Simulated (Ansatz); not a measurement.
Energy landscape of P2W

25 relaxations of P2W ended in 19 distinct structures; the lowest 14 are listed. All values below come from PBEsol (plane waves to 420 eV, PAW, scalar-relativistic; Ansatz, an electronic-structure program).

| # | space group | Pearson | type | E − E(lowest) (eV/atom) | V (Å³/atom) | runs ending here |
|---|---|---|---|---|---|---|
| 1 | Cmc2₁ | oS12 | – | 0.00 | 14.47 | 5 |
| 2 | C2/m | mS12 | – | 0.01 | 14.42 | 3 |
| 3 | P-3m1 | hP3 | AFLOW prototype AB2_hP3_164_a_d (C6, as in CdI2) | 0.23 | 14.30 | 1 |
| 4 | P-3 | hP9 | AFLOW prototype A2B_hP9_147_g_ad (B_b, as in ZnAg2) | 0.31 | 14.11 | 1 |
| 5 | P2₁/c | mP12 | – | 0.36 | 15.64 | 1 |
| 6 | I4/mmm | tI6 | AFLOW prototype AB2_tI6_139_a_e (C11_b, as in Si2Mo) | 0.36 | 13.40 | 1 |
| 7 | Immm | oI6 | – | 0.36 | 14.64 | 1 |
| 8 | P4₂/mnm | tP6 | – | 0.41 | 18.38 | 1 |
| 9 | I4₁/amd | tI12 | – | 0.42 | 14.35 | 1 |
| 10 | P-1 | aP6 | – | 0.44 | 15.70 | 1 |
| 11 | C222₁ | oS24 | – | 0.51 | 17.52 | 1 |
| 12 | Cm | mS12 | – | 0.53 | 15.96 | 1 |
| 13 | Pmm2 | oP9 | – | 0.57 | 16.82 | 1 |
| 14 | P6/mmm | hP3 | – | 0.66 | 14.47 | 1 |

All are gapless at this level. Cmc2₁, oS12 is the lowest among the structures calculated here, level within the accuracy with C2/m, mS12.

```cif
data_P8W4
_chemical_formula_sum 'P8 W4'
_space_group_name_H-M_alt 'Cmc21'
_space_group_IT_number 36
_space_group_name_Hall 'C 2c -2'
_cell_length_a 3.14876
_cell_length_b 11.13632
_cell_length_c 4.95315
_cell_angle_alpha 90.000
_cell_angle_beta 90.000
_cell_angle_gamma 90.000
loop_
_atom_site_label
_atom_site_type_symbol
_atom_site_symmetry_multiplicity
_atom_site_Wyckoff_symbol
_atom_site_fract_x
_atom_site_fract_y
_atom_site_fract_z
_atom_site_occupancy
P1 P 4 a 0.00000 0.42990 0.35973 1
P2 P 4 a 0.00000 0.70305 0.17749 1
W1 W 4 a 0.00000 0.09322 0.47657 1
```
(The calculation used a cell of 6 atoms; values per cell refer to that cell.)

Probably no minimum, since a slightly shaken restart fell lower: P6/mmm, hP3 (by 0.29 eV/atom, to Immm). Each run could gain symmetry but not lose that of its start, so entries can be saddle points. From databases, or of a type measured for this composition: Cmc2₁, oS12; C2/m, mS12; the others are generated cells (placed on structure types, drawn at random, substituted or restacked) that were not matched to a known phase here. Energies are at zero temperature and pressure, without zero-point motion. No spin polarisation in the result.
